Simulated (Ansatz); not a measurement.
Here is an unrelaxed guess for Ga₃B.

```
Ga B
1.0
     3.94552    0.00000    0.00000
     0.00000    3.94552    0.00000
     0.00000    0.00000    3.94552
Ga B
3 1
Direct
  0.50000 0.00000 0.00000
  0.00000 0.50000 0.00000
  0.00000 0.00000 0.50000
  0.00000 0.00000 0.00000
```

Level of theory: DFT PBE, scalar-relativistic, plane waves, PAW (Ansatz). Plane waves to 420 eV, a k mesh through Γ of 4×4×4 on the computed 4-atom cell and Gaussian smearing (0.10 eV); no spin polarisation.

Energies over the elements count from the elements' standard structures at the same level, with no fitted energy shifts.

Problem. Estimate its pressure, forces and energy as it stands.

Solution. The pressure is 28.9 GPa (it wants to expand), the largest force is 0.00 eV/Å (symmetry fixes the atoms), and the energy is +0.97 eV/atom against the elements. The shortest distance is 1.97 Å.

Problem. How much does it gain on relaxing, and where does it end?

Solution. Relaxing gains about 0.30 eV/atom (the start's value is from the coarse mesh, so the gain is rough) in 10 ionic steps and ends at +0.67 eV/atom on the finer mesh. The symmetry stays Pm-3m (No. 221). The end has the anti-ReO3 type. The volume per atom grows by 37.5 %, from 15.4 to 21.1 Å³. The shortest distance goes from 1.97 Å (Ga–B) to 2.19 Å (Ga–B). Conventional cell: a = 4.387 Å. Ga has 2 B at 2.19 Å; around B lie 6 Ga at 2.19 Å.

The last run used a 12×12×12 mesh for its 4-atom cell and Gaussian smearing of 0.10 eV. The relaxation can't lower the symmetry of the start. A structure relaxed within its symmetry needn't be a true minimum.
